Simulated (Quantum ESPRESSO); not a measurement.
# One change at a time to Al2GaIn2Ta3

Calculated results; nothing here was measured. They come from Quantum ESPRESSO 7.5, a public plane-wave density functional program. Each row is one single-point run on a made-up periodic cell of eight metal atoms, with elements, volume, strain and displacements drawn at random and not relaxed, so a cell may be unstable or far from any real phase. There is no spin polarisation or spin-orbit coupling.

Settings: PBE unless stated; PseudoDojo standard norm-conserving files; Fermi-Dirac width 0.25 eV, which means electrons at about 2900 K; cutoff 1143 eV; 5 x 5 x 5 k mesh shifted half a step off Gamma. E is the free energy of the whole cell (internal energy minus TS), so a -TS column is already part of it. Stress is positive in tension, and the pressure P is minus a third of its trace.

Checks: one run of this series was repeated at a higher cutoff and on a denser mesh, which moved values by no more than 0.002 eV, 0.03 GPa and 0.010 eV/Å, and a second program with other atomic files agreed on it to 2 % rms in force and 0.5 GPa in pressure. Known limits: heavy elements are run without spin-orbit coupling, which real alloys of them have; a spin test at this wide smearing found no moment, but such smearing suppresses magnetism that the real alloy may have.

The lattice is hexagonal close-packed, and the cell vectors in Å are (0.008, -0.027, 4.992); (6.139, -0.018, 0.010); (-3.085, 5.239, -0.034), a volume of 160.25 Å³ in run 1. The elements on sites 1 to 8 are Ga Ta Al Al In Ta In Ta. Each later run makes one change to run 1 and keeps the rest. E is counted from run 1, and is n/a where other atomic files have another zero of energy.

```
run                           change  V (Å³)  P (GPa)  -TS (eV)  rms force (eV/Å)  largest change of a force component (eV/Å)  E (eV)
  1                             none  160.25    -7.16    -1.113             0.713                                       0.000   0.000
  2          sites 3 and 5 exchanged  160.25    -7.61    -1.105             0.530                                       0.854  -0.182
  3    all lengths scaled by +1.88 %  169.46   -11.31    -1.194             0.596                                       0.248       ?
  4           PBEsol in place of PBE  160.25   -10.90    -1.121             0.669                                       0.112     n/a
  5                     Ru on site 3  160.25   -11.01    -1.398             0.731                                       0.579     n/a
  6  site 6 moved by -0.19 Å along y  160.25    -5.73    -1.105             0.982                                       2.464   0.240
```

## Worked estimate

Along a uniform scaling dE = -P dV. The mean of the two pressures is -9.235 GPa and the volume changes by 9.21 Å³, with 160.2 GPa to one eV/Å³. The same two rows give -V dP/dV = 74 GPa for this cell with clamped atoms, which is not the bulk modulus of a real alloy.

## Withheld value

Question: what E should run 3 give?

The estimate is 0.531 eV. The calculation gave 0.538 eV. The mean of two end points misses the curvature of P, and the finite cutoff adds a little.
